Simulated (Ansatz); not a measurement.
One starting cell of MgB₂ (a generated cell, MgB2 placed in the AFLOW prototype A2B_hP9_147_g_ad (B_b, as in ZnAg2)) was relaxed twice with Ansatz (plane waves, PAW, scalar-relativistic): with PBEsol at 420 eV and with PBE at 420 eV. The PBEsol result:

```
MgB2
1.0
    3.06326     0.00000     0.00000
   -1.53163     2.65286     0.00000
    0.00000     0.00000     3.49986
Mg B
1 2
Direct
  0.00000   0.00000   0.00000
  0.66667   0.33333   0.50000
  0.33333   0.66667   0.50000
```

| quantity | PBEsol | PBE |
|---|---|---|
| space group | P6/mmm | P6/mmm |
| volume (Å³/atom) | 9.48 | … |
| a (Å) | 3.063 | … |
| c (Å) | 3.500 | … |
| gap (eV, no spin-orbit coupling) | 0.00 | … |

**Question.** Fill in the PBE column.

**Answer.** 
- volume (Å³/atom), PBE: 9.62
- a (Å), PBE: 3.074
- c (Å), PBE: 3.527
- gap (eV, no spin-orbit coupling), PBE: 0.00

Both levels end in the same structure; PBE's volume is 1.5 % larger. Neither column is exact.

No spin polarisation in the result.

The run could not lose the symmetry of its start.

The first start was generated by placing the elements on the sites of a structure type. A measured structure of MgB2 has the same space group, P6/mmm (No. 191); the sites were not compared with it.

Ansatz is a program for electronic structure.
